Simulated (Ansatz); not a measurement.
## What DFT gives for K2CrO2

```xyz
5
Lattice="0.0000 3.9224 0.0000 3.9224 0.0000 0.0000 1.9612 1.9612 -6.3699" Properties=species:S:1:pos:R:3 pbc="T T T"
K     3.9224    3.9224   -4.3647
K     1.9612    1.9612   -2.0052
Cr    0.0000    0.0000    0.0000
O     3.9224    3.9224   -1.6740
O     1.9612    1.9612   -4.6959
```

Method: PBE, spin-orbit coupling; PAW, plane waves to 420 eV, 5×5×5 Γ-centred mesh, fermi-dirac occupations (width 0.1 eV) (Ansatz 0.2.0), atoms fixed.

Magnetic state (reached from a saved solution, and it need not be the lowest): Cr3 along (0.71, 0.71, -0.01).

Problem. How large are the moments?

Solution. Cr3 2.20 μB of spin moment in Bader basins; net size 2.09 μB a cell.

Problem. Is there a gap?

Solution. It is a metal, with about 1.3 states/eV a cell as the mean within 0.25 eV of the Fermi level, mostly Cr d (79 %).

Problem. What is the formation energy?

Solution. -1.20 eV an atom against the elements' usual phases (free molecules for gases, crystals otherwise, with no correction for O₂ or N₂), so it is bound against them; other compounds may still compete. Relaxing would lower it.

Problem. Is the cell too large or too small?

Solution. The pressure is 5.7 GPa (compression positive), so with the atoms held at these fractions the cell would first expand; the forces are large, so a full relaxation may end otherwise. The principal stresses 2.2, 2.2, 12.6 GPa differ, so its shape would change too.

Origin: a known structure type with other elements, at an estimated volume, so it need not be a known compound. Caveats: semilocal functionals often miss the gap of such magnets; the k mesh is coarse if the cell is a metal; atoms or cell far from equilibrium; the SCF threshold is loose for a stress.
